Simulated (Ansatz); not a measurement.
Starting cell, BN (wurtzite):

```yaml
crystal:
  lattice:
    - [2.55453, 0.00000, 0.00000]
    - [-1.27726, 2.21229, 0.00000]
    - [0.00000, 0.00000, 4.22457]
  atoms:
    - { symbol: B, position: [0.66667, 0.33333, 0.99991] }
    - { symbol: B, position: [0.33333, 0.66667, 0.49991] }
    - { symbol: N, position: [0.66667, 0.33333, 0.62529] }
    - { symbol: N, position: [0.33333, 0.66667, 0.12529] }
```

Two-dimensional scan of atom 1 (B, nearest neighbour N at 1.567 Å; its periodic images, 2.6 Å or more away, move with it): u runs along (1.000, 0.000, 0.000), v along (0.000, 1.000, 0.000) (Cartesian). Cell and other atoms are fixed.

Calculation: PBE (plane waves to 420 eV, PAW, scalar-relativistic; Ansatz, a program for electronic structure). k mesh 12×12×6 (Γ-centred), Fermi-Dirac smearing 0.05 eV. Energies are smeared free energies. Points where atoms come too close for the PAW data are left out (x in tables, blank in figures). BN was relaxed with its symmetry unable to fall. ΔE is measured from the undisplaced structure. Axes are in Å.

```csv
ΔE (meV/cell),u = -0.520,u = -0.260,u = 0.000,u = 0.260,u = 0.520
v = -0.520,3499,x,x,x,3499
v = -0.260,(withheld),(withheld),1036,(withheld),(withheld)
v = 0.000,(withheld),824,0,824,(withheld)
v = 0.260,x,2095,620,2095,x
v = 0.520,x,3719,1725,3719,x
```

Task: Fill in the missing entries.

Result: 
- v = -0.260, u = -0.520: 2002
- v = -0.260, u = -0.260: 1234
- v = -0.260, u = 0.260: 1234
- v = -0.260, u = 0.520: 2002
- v = 0.000, u = -0.520: 3319
- v = 0.000, u = 0.520: 3319

(For displaced atoms, the force is minus the slope of the energy, and its curvature is a force constant, which sets phonon frequencies.)
